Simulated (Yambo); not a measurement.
Yambo run on LaVO4 (space group I4_1/amd, No. 141). The wavefunctions are PBEsol (pw.x of Quantum ESPRESSO, ONCV potentials, no spin-orbit coupling) ones on a 2×2×2 mesh (48 occupied bands); a = 6.2106 Å, b = 6.2106 Å, c = 6.2106 Å, α = 106.15°, β = 106.15°, γ = 116.33°.

Yambo input:

```
rim_cut
gw0
dyson
el_el_corr
HF_and_locXC
cohsex
em1s
RandQpts= 1000000
RandGvec= 1 Ry
EXXRLvcs= 110 Ry
VXCRLvcs= 440 Ry
Chimod= "HARTREE"
% BndsRnXs
 3 | 351 |
%
NGsBlkXs= 8 Ry
% LongDrXs
 1.0 | 1.0 | 1.0 |
%
ExtendOut
% QPkrange
 1 | 1 | 48 | 49 |
 3 | 3 | 48 | 48 |
%
```

k points by index: 1 = Γ, 3 = N.

Table of the .qp output:

```
#    K-point    Band    Eo [eV]    E [eV]    E-Eo [eV]    Vxc [eV]    Vnlxc [eV]    Sc|Eo [eV]    Re(Z)    Im(Z)
#
    1    48    -0.015576    -2.643135    -2.627559    -19.27290    -24.35762    2.457159    1.000000    0.000000
    1    49    3.016766    3.238182    0.221415    -19.53888    -12.69058    -6.626883    1.000000    0.000000
    3    48    0.000000    -2.570037    -2.570037    -19.54962    -24.44190    2.322244    1.000000    0.000000
```
(The two width columns are left out.) Convergence of these settings isn't established.

Geometry of the Materials Project entry, not relaxed at this level.

The structure is a Materials Project entry; no match was found in the copy of COD used, and its stability was not checked.

The runs are not spin-polarised; magnetic order was not tried.
